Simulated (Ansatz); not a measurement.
## GePt: consecutive steps of a trajectory

Method: Ansatz, DFT PBEsol, scalar-relativistic, plane waves, PAW. Cutoff 420 eV, shifted (0.5, 0.5, 0.5 steps) 4×4×4 k-points, Fermi–Dirac smearing of 0.05 eV. The mesh is coarse. Spin–orbit coupling is left out, which can shift energies with elements as heavy as these. No spin polarisation.

16 atoms, starting at 1.00 times the perfect crystal's volume (space group Pnma); Langevin thermostat at 450 K (friction 0.02 fs⁻¹), fixed cell; 25 steps of 3 fs. The run is short and not equilibrated.

Positions in Å, velocities in 0.01 Å/fs, forces in eV/Å; dE is the potential energy from the first frame shown.

```xyz
16
Lattice="5.7406 -3.7003 0.0000 -5.7406 -3.7003 0.0000 0.0000 3.7003 -6.0924" Properties=species:S:1:pos:R:3:v100:R:3:forces:R:3 pbc="T T T" time_fs=24.00 dE_eV=0.0000 T_K=376
Ge   -1.1090   -0.9790   -2.5397   -0.2100   -0.1982   -0.2409    0.5668    0.2504    0.4669
Ge   -1.1208   -4.6462   -2.5224   -0.0497   -0.2921   -0.0266    0.8688    0.0621    0.3034
Ge    1.0952    0.9233   -3.5915    0.2394   -0.1334   -0.1603   -0.3159    0.2788    0.2074
Ge    1.1088   -2.7516   -3.6020   -0.0285    0.0012   -0.1994   -0.3408   -0.6404   -0.0687
Ge   -1.8251   -2.7902   -5.5652   -0.0181   -0.1442    0.0640    0.5958    0.2390    0.0877
Ge   -1.7613    1.0385   -5.5723    0.3320    0.4056   -0.1802   -0.3641   -0.9664   -0.0071
Ge    1.8426   -4.5390   -0.4743    0.0216    0.4126    0.2366   -0.4076   -0.9561   -0.4754
Ge    1.8486   -1.0315   -0.5856    0.1989   -0.2890   -0.1521   -0.8662    1.4552    1.0073
Pt   -0.0002   -0.9483   -4.8824   -0.0527   -0.0175    0.1619   -0.1251    0.1294   -0.5420
Pt   -0.0329    2.7478   -4.9289   -0.0397   -0.1611   -0.1689    0.8288    0.3365   -0.1286
Pt    0.0031   -6.4984   -1.2006    0.0255   -0.1419    0.0477    0.0329   -0.1165    0.1155
Pt    0.0169   -2.8193   -1.1933    0.0176   -0.2064   -0.0464   -0.2252    0.0531    0.0189
Pt   -2.8709   -2.8044   -1.8631    0.0018   -0.0836    0.1519   -0.1911    0.4108    0.2012
Pt    2.8731   -2.7381   -1.8594    0.0003    0.1949    0.2081    0.5287   -0.8603   -0.8714
Pt   -2.8366   -0.8944   -4.2357    0.1317    0.2384   -0.0315   -0.4470    0.1260   -0.3004
Pt    2.8481   -0.9166   -4.1890   -0.0863   -0.0691    0.1245   -0.1387    0.1983   -0.0146
16
Lattice="5.7406 -3.7003 0.0000 -5.7406 -3.7003 0.0000 0.0000 3.7003 -6.0924" Properties=species:S:1:pos:R:3:v100:R:3:forces:R:3 pbc="T T T" time_fs=27.00 dE_eV=0.0791 T_K=286
Ge   -1.1168   -0.9857   -2.5468   -0.3117   -0.2482   -0.2297    0.6712    0.2887    0.5892
Ge   -1.1221   -4.6535   -2.5238   -0.0359   -0.1938   -0.0660    0.9307    0.0820    0.3349
Ge    1.1022    0.9189   -3.5969    0.2275   -0.1631   -0.1996   -0.3402    0.3424    0.2870
Ge    1.1061   -2.7510   -3.6084   -0.1507    0.0391   -0.2288   -0.2952   -0.6985   -0.0041
Ge   -1.8241   -2.7950   -5.5639    0.0847   -0.1731    0.0244    0.6176    0.2872    0.0959
Ge   -1.7532    1.0502   -5.5772    0.2088    0.3764   -0.1423   -0.4763   -1.0717    0.0206
Ge    1.8448   -4.5293   -0.4674    0.1216    0.2307    0.2273   -0.4338   -1.0515   -0.5181
Ge    1.8516   -1.0392   -0.5886    0.0036   -0.2264   -0.0444   -0.9369    1.5993    1.0962
Pt   -0.0013   -0.9481   -4.8778   -0.0201    0.0314    0.1416   -0.1446    0.1253   -0.6152
Pt   -0.0348    2.7416   -4.9329   -0.0849   -0.2504   -0.0972    0.9181    0.3880   -0.0998
Pt    0.0043   -6.5021   -1.1989    0.0599   -0.1039    0.0660    0.0345   -0.1431    0.0705
Pt    0.0173   -2.8248   -1.1946    0.0119   -0.1588   -0.0460   -0.2230    0.0603   -0.0358
Pt   -2.8702   -2.8064   -1.8587    0.0497   -0.0516    0.1406   -0.2184    0.4317    0.1913
Pt    2.8724   -2.7347   -1.8549   -0.0457    0.0331    0.0889    0.5669   -0.9585   -1.0051
Pt   -2.8328   -0.8881   -4.2362    0.1214    0.1819   -0.0076   -0.5323    0.1225   -0.3845
Pt    2.8462   -0.9177   -4.1845   -0.0407   -0.0092    0.1757   -0.1385    0.1960   -0.0229
16
Lattice="5.7406 -3.7003 0.0000 -5.7406 -3.7003 0.0000 0.0000 3.7003 -6.0924" Properties=species:S:1:pos:R:3:v100:R:3:forces:R:3 pbc="T T T" time_fs=30.00 dE_eV=0.1427 T_K=253
Ge   -1.1253   -0.9917   -2.5531   -0.2521   -0.1502   -0.1865    0.7837    0.3255    0.7075
Ge   -1.1235   -4.6587   -2.5233   -0.0562   -0.1544    0.0978    0.9851    0.0757    0.3491
Ge    1.1084    0.9122   -3.6035    0.1859   -0.2807   -0.2397   -0.3572    0.4280    0.3814
Ge    1.1014   -2.7509   -3.6156   -0.1557   -0.0315   -0.2473   -0.2346   -0.7536    0.0745
Ge   -1.8225   -2.8002   -5.5641    0.0251   -0.1768   -0.0385    0.6228    0.3453    0.1050
Ge   -1.7486    1.0601   -5.5822    0.0927    0.2811   -0.1936   -0.5575   -1.1662    0.0512
Ge    1.8481   -4.5237   -0.4615    0.0965    0.1391    0.1635   -0.4705   -1.1030   -0.5599
Ge    1.8536   -1.0421   -0.5898    0.1296    0.0390   -0.0380   -0.9683    1.6362    1.1288
Pt   -0.0014   -0.9469   -4.8727    0.0147    0.0499    0.2025   -0.1783    0.1114   -0.7023
Pt   -0.0369    2.7346   -4.9369   -0.0520   -0.2192   -0.1693    0.9944    0.4351   -0.0657
Pt    0.0063   -6.5054   -1.1965    0.0710   -0.1133    0.0905    0.0335   -0.1619    0.0206
Pt    0.0178   -2.8301   -1.1966    0.0200   -0.1977   -0.0866   -0.2041    0.0749   -0.0708
Pt   -2.8678   -2.8088   -1.8549    0.1052   -0.1057    0.1144   -0.2617    0.4512    0.1684
Pt    2.8727   -2.7344   -1.8534    0.0668   -0.0124    0.0101    0.5548   -0.9877   -1.0692
Pt   -2.8305   -0.8834   -4.2352    0.0312    0.1340    0.0724   -0.6124    0.1168   -0.4871
Pt    2.8451   -0.9171   -4.1802   -0.0346    0.0497    0.1097   -0.1297    0.1723   -0.0316
16
Lattice="5.7406 -3.7003 0.0000 -5.7406 -3.7003 0.0000 0.0000 3.7003 -6.0924" Properties=species:S:1:pos:R:3:v100:R:3:forces:R:3 pbc="T T T" time_fs=33.00 dE_eV=0.1977 T_K=325
Ge   -1.1322   -0.9946   -2.5575   -0.2059   -0.0405   -0.1062    0.8667    0.3342    0.7942
Ge   -1.1251   -4.6645   -2.5185   -0.0494   -0.2337    0.2214    1.0241    0.0746    0.3119
Ge    1.1136    0.9031   -3.6102    0.1598   -0.3244   -0.2038   -0.3724    0.5462    0.4709
Ge    1.0951   -2.7502   -3.6231   -0.2642    0.0738   -0.2532   -0.1595   -0.8204    0.1734
Ge   -1.8208   -2.8067   -5.5643    0.0863   -0.2489    0.0242    0.6170    0.4193    0.1160
Ge   -1.7464    1.0715   -5.5887    0.0556    0.4737   -0.2332   -0.6214   -1.2683    0.0926
Ge    1.8501   -4.5213   -0.4576    0.0391    0.0262    0.0951   -0.4955   -1.1184   -0.6041
Ge    1.8591   -1.0405   -0.5895    0.2337    0.0625    0.0631   -1.0057    1.5908    1.1448
Pt    0.0000   -0.9462   -4.8672    0.0781   -0.0059    0.1603   -0.2487    0.1007   -0.7963
Pt   -0.0395    2.7284   -4.9414   -0.1201   -0.1931   -0.1295    1.0753    0.4669   -0.0189
Pt    0.0085   -6.5086   -1.1932    0.0743   -0.1029    0.1313    0.0407   -0.1781   -0.0202
Pt    0.0180   -2.8373   -1.1983   -0.0040   -0.2787   -0.0253   -0.1656    0.1149   -0.1018
Pt   -2.8655   -2.8131   -1.8514    0.0525   -0.1796    0.1200   -0.2960    0.4966    0.1276
Pt    2.8747   -2.7344   -1.8539    0.0690    0.0099   -0.0461    0.4903   -0.9982   -1.0862
Pt   -2.8310   -0.8787   -4.2336   -0.0618    0.1826    0.0393   -0.6543    0.1081   -0.5826
Pt    2.8438   -0.9149   -4.1770   -0.0487    0.0973    0.1066   -0.0950    0.1311   -0.0215
16
Lattice="5.7406 -3.7003 0.0000 -5.7406 -3.7003 0.0000 0.0000 3.7003 -6.0924" Properties=species:S:1:pos:R:3:v100:R:3:forces:R:3 pbc="T T T" time_fs=36.00 dE_eV=0.2473 T_K=307
Ge   -1.1367   -0.9958   -2.5621   -0.0912   -0.0390   -0.2011    0.9171    0.3290    0.8662
Ge   -1.1259   -4.6694   -2.5117   -0.0012   -0.0930    0.2290    1.0337    0.0695    0.2533
Ge    1.1175    0.8941   -3.6152    0.1007   -0.2688   -0.1311   -0.3867    0.6621    0.5402
Ge    1.0883   -2.7492   -3.6308   -0.1891   -0.0068   -0.2522   -0.0745   -0.8944    0.2828
Ge   -1.8168   -2.8146   -5.5623    0.1789   -0.2772    0.1073    0.5772    0.5047    0.1114
Ge   -1.7439    1.0860   -5.5944    0.1125    0.4908   -0.1496   -0.6966   -1.3952    0.1226
Ge    1.8512   -4.5217   -0.4556    0.0361   -0.0525    0.0380   -0.5048   -1.1015   -0.6431
Ge    1.8665   -1.0365   -0.5874    0.2569    0.2053    0.0767   -1.0323    1.4908    1.1438
Pt    0.0020   -0.9472   -4.8631    0.0553   -0.0581    0.1114   -0.3287    0.1074   -0.8805
Pt   -0.0425    2.7225   -4.9453   -0.0800   -0.2017   -0.1302    1.1762    0.5024    0.0341
Pt    0.0089   -6.5109   -1.1882   -0.0486   -0.0518    0.2027    0.0612   -0.1992   -0.0651
Pt    0.0175   -2.8457   -1.1990   -0.0340   -0.2845   -0.0218   -0.1108    0.1732   -0.1358
Pt   -2.8646   -2.8176   -1.8482    0.0064   -0.1232    0.0908   -0.3110    0.5544    0.0820
Pt    2.8771   -2.7350   -1.8560    0.0869   -0.0515   -0.0937    0.4029   -0.9904   -1.0597
Pt   -2.8320   -0.8731   -4.2336   -0.0025    0.1854   -0.0459   -0.6734    0.0982   -0.6541
Pt    2.8418   -0.9119   -4.1737   -0.0873    0.1011    0.1076   -0.0494    0.0892    0.0018
16
Lattice="5.7406 -3.7003 0.0000 -5.7406 -3.7003 0.0000 0.0000 3.7003 -6.0924" Properties=species:S:1:pos:R:3:v100:R:3:forces:R:3 pbc="T T T" time_fs=39.00 dE_eV=0.2839 T_K=369
Ge   -1.1385   -0.9954   -2.5683   -0.0323    0.0638   -0.2109    0.9487    0.3050    0.9517
Ge   -1.1254   -4.6729   -2.5060    0.0339   -0.1418    0.1518    1.0137    0.0572    0.2066
Ge    1.1183    0.8872   -3.6176   -0.0472   -0.1947   -0.0256   -0.3807    0.7504    0.5918
Ge    1.0826   -2.7526   -3.6364   -0.1902   -0.2183   -0.1193   -0.0012   -0.9165    0.3686
Ge   -1.8097   -2.8243   -5.5592    0.2962   -0.3721    0.1034    0.4963    0.5981    0.1095
Ge   -1.7401    1.1005   -5.5974    0.1393    0.4786   -0.0481   -0.7777   -1.5209    0.1196
Ge    1.8536   -4.5227   -0.4553    0.1213   -0.0161   -0.0186   -0.5187   -1.0881   -0.6486
Ge    1.8741   -1.0295   -0.5822    0.2529    0.2568    0.2694   -1.0248    1.3497    1.1020
Pt    0.0034   -0.9489   -4.8589    0.0348   -0.0588    0.1702   -0.3732    0.1039   -0.9565
Pt   -0.0442    2.7175   -4.9491   -0.0359   -0.1265   -0.1242    1.2738    0.5325    0.0883
Pt    0.0064   -6.5132   -1.1817   -0.1134   -0.1000    0.2283    0.1022   -0.2139   -0.1232
Pt    0.0184   -2.8548   -1.1989    0.0986   -0.3214    0.0300   -0.0745    0.2395   -0.1646
Pt   -2.8639   -2.8216   -1.8462    0.0398   -0.1444    0.0434   -0.3137    0.6159    0.0470
Pt    2.8780   -2.7369   -1.8582   -0.0240   -0.0744   -0.0472    0.3234   -0.9347   -1.0058
Pt   -2.8320   -0.8668   -4.2351   -0.0036    0.2355   -0.0495   -0.6839    0.0753   -0.7065
Pt    2.8384   -0.9085   -4.1698   -0.1394    0.1294    0.1544   -0.0097    0.0466    0.0201
16
Lattice="5.7406 -3.7003 0.0000 -5.7406 -3.7003 0.0000 0.0000 3.7003 -6.0924" Properties=species:S:1:pos:R:3:v100:R:3:forces:R:3 pbc="T T T" time_fs=42.00 dE_eV=0.3122 T_K=435
Ge   -1.1404   -0.9941   -2.5743   -0.0906    0.0203   -0.1829    0.9762    0.2633    1.0476
Ge   -1.1228   -4.6781   -2.5006    0.1361   -0.2043    0.2056    0.9810    0.0660    0.1754
Ge    1.1156    0.8811   -3.6181   -0.1316   -0.2080   -0.0068   -0.3431    0.8233    0.6403
Ge    1.0780   -2.7577   -3.6416   -0.1136   -0.1251   -0.2263    0.0609   -0.9117    0.4538
Ge   -1.8002   -2.8368   -5.5555    0.3366   -0.4551    0.1413    0.3874    0.7032    0.1168
Ge   -1.7377    1.1120   -5.5972    0.0173    0.2814    0.0613   -0.8287   -1.6228    0.0822
Ge    1.8582   -4.5238   -0.4553    0.1825   -0.0557    0.0218   -0.5487   -1.0739   -0.6289
Ge    1.8826   -1.0195   -0.5722    0.3117    0.4052    0.3918   -1.0004    1.1653    1.0160
Pt    0.0037   -0.9503   -4.8532   -0.0118   -0.0309    0.2079   -0.3871    0.0887   -1.0430
Pt   -0.0463    2.7139   -4.9532   -0.0991   -0.1163   -0.1479    1.3682    0.5414    0.1457
Pt    0.0033   -6.5165   -1.1741   -0.0931   -0.1208    0.2761    0.1535   -0.2234   -0.1876
Pt    0.0212   -2.8638   -1.1983    0.0882   -0.2783    0.0063   -0.0675    0.3015   -0.1828
Pt   -2.8634   -2.8258   -1.8435   -0.0040   -0.1360    0.1350   -0.3041    0.6812    0.0060
Pt    2.8784   -2.7387   -1.8596    0.0452   -0.0412   -0.0517    0.2404   -0.8482   -0.9327
Pt   -2.8313   -0.8600   -4.2377    0.0541    0.2179   -0.1247   -0.6991    0.0371   -0.7346
Pt    2.8354   -0.9052   -4.1637   -0.0573    0.0901    0.2502    0.0111    0.0090    0.0257
```

Problem. What is the next frame? The thermostat's random kicks make it one of many possible.

Solution.
```xyz
16
Lattice="5.7406 -3.7003 0.0000 -5.7406 -3.7003 0.0000 0.0000 3.7003 -6.0924" Properties=species:S:1:pos:R:3:v100:R:3:forces:R:3 pbc="T T T" time_fs=45.00 dE_eV=0.3325 T_K=427
Ge   -1.1404   -0.9935   -2.5795    0.0916    0.0177   -0.1662    0.9763    0.2329    1.1349
Ge   -1.1183   -4.6825   -2.4944    0.1658   -0.0894    0.2098    0.9324    0.0722    0.1336
Ge    1.1128    0.8742   -3.6186   -0.0571   -0.2482   -0.0283   -0.3015    0.9032    0.6917
Ge    1.0753   -2.7621   -3.6483   -0.0638   -0.1674   -0.2177    0.1192   -0.9158    0.5614
Ge   -1.7904   -2.8488   -5.5499    0.3088   -0.3437    0.2307    0.2734    0.7939    0.1059
Ge   -1.7377    1.1201   -5.5955   -0.0182    0.2558    0.0505   -0.8356   -1.6898    0.0362
Ge    1.8627   -4.5264   -0.4541    0.1211   -0.1166    0.0565   -0.5700   -1.0233   -0.6253
Ge    1.8919   -1.0047   -0.5591    0.3144    0.5782    0.4822   -0.9753    0.9243    0.8906
Pt    0.0035   -0.9519   -4.8471   -0.0005   -0.0759    0.1998   -0.3987    0.0764   -1.1386
Pt   -0.0485    2.7109   -4.9565   -0.0496   -0.0831   -0.0690    1.4474    0.5284    0.1979
Pt    0.0003   -6.5191   -1.1666   -0.1097   -0.0492    0.2289    0.2036   -0.2383   -0.2452
Pt    0.0236   -2.8726   -1.1980    0.0713   -0.3053    0.0140   -0.0502    0.3641   -0.1825
Pt   -2.8625   -2.8283   -1.8398    0.0576   -0.0267    0.1159   -0.2935    0.7448   -0.0554
Pt    2.8799   -2.7389   -1.8608    0.0594    0.0259   -0.0279    0.1341   -0.7547   -0.8257
Pt   -2.8304   -0.8531   -4.2421    0.0027    0.2425   -0.1664   -0.7011   -0.0005   -0.7135
Pt    2.8331   -0.9029   -4.1568   -0.0990    0.0628    0.2105    0.0394   -0.0179    0.0341
```

Cost: 1 run of about 48 core-minutes (earlier runs that led there not counted), on Arm Neoverse V2 (shared hosts).